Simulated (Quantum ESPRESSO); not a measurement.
**An isovalent swap in KBr: field gradients**

Host, cell and atoms relaxed with PBE and no dispersion term (field gradients by PBE PAW (JTH datasets; density from pw.x of a modified build of Quantum ESPRESSO, gradients reconstructed from it by a script), 20 Ha, k-mesh 4×4×4 through Γ):

```tsv
site	site symmetry	Vzz (a.u.)	η_Q	∣C_Q∣ (MHz)
K (atoms 1, 3, 5, 7)	m-3m	0	–	0 (³⁹K)
Br (atoms 2, 4, 6, 8)	m-3m	0	–	0 (⁷⁹Br)
```

Its cell: a = 6.727 Å, b = 6.727 Å, c = 6.727 Å, α = 90.00°, β = 90.00°, γ = 90.00°.

Changed cell (atom 2 is the new one; 20 Ha, k-mesh 4×4×4 through Γ):

```yaml
crystal:
  lattice:
    - [6.88391, 0.00000, 0.00000]
    - [0.00000, 6.88391, 0.00000]
    - [0.00000, 0.00000, 6.88391]
  atoms:
    - { symbol: K, position: [0.00000, 0.00000, 0.00000] }
    - { symbol: I, position: [0.50000, 0.00000, 0.00000] }
    - { symbol: K, position: [0.00000, 0.50000, 0.50000] }
    - { symbol: Br, position: [0.50000, 0.50000, 0.50000] }
    - { symbol: K, position: [0.50000, 0.00000, 0.50000] }
    - { symbol: Br, position: [0.00000, 0.00000, 0.50000] }
    - { symbol: K, position: [0.50000, 0.50000, 0.00000] }
    - { symbol: Br, position: [0.00000, 0.50000, 0.00000] }
```
The cell was made here from a computed Materials Project entry: one of 4 Br replaced by I, cell and atoms relaxed (PBE without dispersion, pw.x of Quantum ESPRESSO, symmetry kept). The parent is KBr in Fm-3m. The swapped cell is a model, not a known phase. Stability against distortions was not tested.

Quadrupole moments taken as inputs (sizes, barn, from the tables of PySCF and pymatgen): ³⁹K 0.0585, ⁷⁹Br 0.313, ¹²⁷I 0.696.

Principal values are ordered |Vxx| ≤ |Vyy| ≤ |Vzz|, η = (Vxx − Vyy)/Vzz, and C_Q = eQVzz/h is given by its size. Cores are frozen. Against all-electron runs on small test molecules, this scheme's |Vzz| missed by +10 % on K. The structure is static (0 K, no zero-point motion).

What do the sites of the changed cell show?


```json
[
 {"site": "K1 (atoms 1, 5, 7)", "distance to atom 2 (Å)": "3.44", "Vzz (a.u.)": "-0.032", "η_Q": "0.00", "∣C_Q∣ (MHz)": "0.45"},
 {"site": "I (atom 2)", "distance to atom 2 (Å)": "–", "Vzz (a.u.)": "0", "η_Q": "–", "∣C_Q∣ (MHz)": "0"},
 {"site": "K2 (atom 3)", "distance to atom 2 (Å)": "5.96", "Vzz (a.u.)": "0", "η_Q": "–", "∣C_Q∣ (MHz)": "0"},
 {"site": "Br (atoms 4, 6, 8)", "distance to atom 2 (Å)": "4.87", "Vzz (a.u.)": "under 0.02", "η_Q": "–", "∣C_Q∣ (MHz)": "under 1.5"}
]
```
The swap repeats in every cell, so this is an ordered compound and not a dilute impurity.
